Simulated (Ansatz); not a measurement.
AlMo2C:
```yaml
crystal:
  lattice:
    - [3.02453, 0.00000, 0.00000]
    - [-1.51227, 2.61932, 0.00000]
    - [0.00000, 0.00000, 13.47909]
  atoms:
    - { symbol: Al, position: [0.66667, 0.33333, 0.25000] }
    - { symbol: Al, position: [0.33333, 0.66667, 0.75000] }
    - { symbol: Mo, position: [0.66667, 0.33333, 0.91097] }
    - { symbol: Mo, position: [0.33333, 0.66667, 0.08903] }
    - { symbol: Mo, position: [0.33333, 0.66667, 0.41097] }
    - { symbol: Mo, position: [0.66667, 0.33333, 0.58903] }
    - { symbol: C, position: [0.00000, 0.00000, 0.00000] }
    - { symbol: C, position: [0.00000, 0.00000, 0.50000] }
```

Relaxed with PBE. Special points in fractions of this cell's reciprocal vectors: Γ (0.000, 0.000, 0.000); M (0.500, 0.000, 0.000); K (0.333, 0.333, 0.000); A (0.000, 0.000, 0.500); L (0.500, 0.000, 0.500); H (0.333, 0.333, 0.500).

Question: List the band energies nearest the Fermi level at these points for DFT-PBE with spin–orbit coupling in the program Ansatz with PAW potentials.

Answer: In eV from the Fermi level; about four levels below and three above (degenerate sets whole), none deeper than 8.9 eV; points with the same levels are listed once.

| k | below | above |
|---|---|---|
| Γ | -0.22 -0.22 -0.16 -0.16 | 0.73 0.73 0.73 0.73 |
| M | -2.15 -2.15 -2.08 -2.08 | 0.15 0.15 0.32 0.32 |
| K | -2.29 -2.29 -1.41 -1.41 | 0.33 0.33 0.42 0.42 |
| A | -0.20 -0.20 -0.20 -0.20 | 0.78 0.78 0.78 0.78 0.78 0.78 0.78 0.78 |
| L | -2.11 -2.11 -2.11 -2.11 | 0.43 0.43 0.43 0.43 |
| H | -1.94 -1.94 -1.90 -1.90 | 0.25 0.25 0.30 0.30 |

Space group P6_3/mmc. The start of the workflow was typed in or built on a structure type; neither database checked (COD, Materials Project) lists it. Whether it is the stable phase at ambient conditions was not checked. Symmetry was held in the PBE relaxation; its stability against distortions is not shown here. The run is not spin-polarised.

Potentials: the earlier of the program's two PAW sets.
